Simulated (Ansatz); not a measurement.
A relaxed structure of GaN. Space group P6₃mc (No. 186), AFLOW prototype AB_hP12_186_a2b_a2b (B6, as in SiC). Level of theory: PBE (plane waves to 420 eV, PAW, scalar-relativistic; Ansatz, a program for electronic structure).

```cif
data_Ga6N6
_chemical_formula_sum 'Ga6 N6'
_space_group_name_H-M_alt 'P63mc'
_space_group_IT_number 186
_space_group_name_Hall 'P 6c -2c'
_cell_length_a 3.21677
_cell_length_b 3.21677
_cell_length_c 15.74788
_cell_angle_alpha 90.000
_cell_angle_beta 90.000
_cell_angle_gamma 120.000
loop_
_atom_site_label
_atom_site_type_symbol
_atom_site_symmetry_multiplicity
_atom_site_Wyckoff_symbol
_atom_site_fract_x
_atom_site_fract_y
_atom_site_fract_z
_atom_site_occupancy
Ga1 Ga 2 a 0.00000 0.00000 0.49975 1
Ga2 Ga 2 b 0.33333 0.66667 0.33330 1
Ga3 Ga 2 b 0.66667 0.33333 0.16657 1
N1 N 2 a 0.00000 0.00000 0.37464 1
N2 N 2 b 0.33333 0.66667 0.20807 1
N3 N 2 b 0.66667 0.33333 0.04137 1
```

Problem. What band gap does PBE give?

Solution. 1.59 eV, direct at Γ (no spin-orbit coupling).

No spin polarisation in the result.

The run could not lose the symmetry of its start; a randomly shaken copy of 12 atoms returns to this structure.

The first start was generated by placing the elements on the sites of a structure type. A measured structure of GaN has the same space group, P6₃mc (No. 186); the sites were not compared with it.
